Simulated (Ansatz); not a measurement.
Theory: DFT PBE, scalar-relativistic, plane waves, PAW (Ansatz 0.2.0). All cells share a 420 eV cutoff and Γ-centred k meshes spaced at most about 0.3 Å⁻¹ (about 0.25 or finer for metals, 2π included). No spin polarisation in the final relaxations.

These are static total energies at zero pressure.

Two forms of Sc3B2Sb were relaxed alike.

1.

Space group P4/mmm (No. 123). a = 4.914 Å, b = 4.914 Å, c = 4.694 Å, α = 90.00°, β = 90.00°, γ = 90.00°
```csv
atom,site,symmetry,x,y,z
Sc,2e,mmm.,0.5000,0.0000,0.5000
Sc,1c,4/mmm,0.5000,0.5000,0.0000
B,2f,mmm.,0.5000,0.0000,0.0000
Sb,1a,4/mmm,0.0000,0.0000,0.0000
```

2.

Space group P6/mmm (No. 191). a = 6.370 Å, b = 6.370 Å, c = 3.187 Å, α = 90.00°, β = 90.00°, γ = 120.00°
```
atom  site  symmetry       x       y       z
  Sc    3g       mmm  0.5000  0.0000  0.5000
   B    2c      -6m2  0.3333  0.6667  0.0000
  Sb    1a     6/mmm  0.0000  0.0000  0.0000
```

Question: Which would you expect to be lower, and how large is the difference?

Answer: Cell 2 is lower, by 280 meV/atom. Cell 1 has space group P4/mmm (No. 123), 18.9 Å³/atom and no gap on its mesh; cell 2 has space group P6/mmm (No. 191), 18.7 Å³/atom and no gap. Counting B or Sc atoms around Sb (for each partner element, those within 1.25 times its shortest distance or 1.15 times the sum of covalent radii, where it is the nearest in units of that sum or under 1.3), cell 1 has Sb 16 and cell 2 has Sb 12. In cell 1, Sc on a site of symmetry mmm has 2 B at 2.35 Å, 4 Sb at 3.40 Å and 8 Sc at 3.40–3.47 Å; B has 4 Sc at 2.35–2.46 Å and 2 Sb at 2.46 Å; around Sb lie 4 B at 2.46 Å and 12 Sc at 3.40–3.47 Å; 1 more site not described. In cell 2, around Sc lie 4 B at 2.43 Å, 6 Sc at 3.18–3.19 Å and 4 Sb at 3.56 Å; around B lie 6 Sc at 2.43 Å; Sb has 2 Sb at 3.19 Å and 12 Sc at 3.56 Å. Both come from invented guesses. A third cell relaxed alike, in P4/mmm, lies 61 meV/atom below the lower of the two.

Spin–orbit coupling, which can matter for Sb, is left out. Cells relaxed within their symmetry can be saddle points.
